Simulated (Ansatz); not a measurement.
ZrOs:
```xyz
2
Lattice="3.2261 0.0000 0.0000 0.0000 3.2261 0.0000 0.0000 0.0000 3.2261" Properties=species:S:1:pos:R:3 pbc="T T T"
Zr     1.6131     1.6131     1.6131
Os     0.0000     0.0000     0.0000
```

Relaxed with LDA. Special points in fractions of this cell's reciprocal vectors: Γ (0.000, 0.000, 0.000); X (0.000, 0.500, 0.000); M (0.500, 0.500, 0.000); R (0.500, 0.500, 0.500).

### Question
List the band energies nearest the Fermi level at these points for LDA (plane waves, PAW; program Ansatz).

### Answer
In eV from the Fermi level; about four levels below and three above (degenerate sets whole), none deeper than 8.9 eV; points with the same levels are listed once.

```
k                                below                     above
-  -----------------------------------  ------------------------
Γ        -5.48 -5.48 -1.69 -1.69 -1.69  2.15 2.15 5.39 5.39 5.39
X              -1.74 -1.74 -1.29 -0.74            0.93 0.93 1.06
M              -6.04 -5.17 -3.50 -3.50       0.48 0.57 1.36 1.36
R  -2.95 -2.95 -2.95 -2.25 -2.25 -2.25            0.59 0.59 4.01
```

Space group Pm-3m (CsCl type). The workflow started from a Materials Project entry (that database holds measured and hypothetical structures alike); the Crystallography Open Database files this formula in space group No. 221, but the cells were not matched. Its standing as an ambient phase is unchecked. Symmetry was held in the LDA relaxation; of distortions, only those at the zone centre were tested. No spin polarisation was allowed. Scalar-relativistic: spin–orbit coupling is off unless named, which matters more the heavier the elements.

Potentials: the later of the program's two PAW sets.
